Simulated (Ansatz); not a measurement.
Sb:
Space group I4/mmm (No. 139); a = b = 3.1447 Å, c = 5.3523 Å, α = β = γ = 90.00°

```json
[
 {"atom": "Sb", "site": "2a", "symmetry": "4/mmm", "x": "0.0000", "y": "0.0000", "z": "0.0000"}
]
```
(The calculation used a cell of 1 atom; values per cell refer to that cell.)

Relaxed at zero pressure with plane-wave PAW PBEsol (Ansatz code).

Task: The volume is lowered by 9 % and shape and atoms relax at that volume. What pressure results, and how do the axes share the change?

Result: 7.4 GPa; a -2.3 %, b -2.3 %, c -4.7 %; the energy rises by 50 meV/atom.

Task: Give the new structure.

Result: 
Space group I4/mmm (No. 139); a = b = 3.0727 Å, c = 5.1015 Å, α = β = γ = 90.00°

```tsv
atom	site	symmetry	x	y	z
Sb	2a	4/mmm	0.0000	0.0000	0.0000
```

The phase is kept; no other phase was compared at this pressure.

The workflow started from an entry of the Crystallography Open Database (COD), which files this formula under 5 space groups. It is not the phase usual at ambient conditions (space group No. 166). Symmetry was held in the PBEsol relaxation. At this level the phase is mechanically unstable. The volume moved by 18 % from the start of the relaxation. Spin–orbit coupling is left out wherever it is not named.

Potentials: the later of the program's two PAW sets.
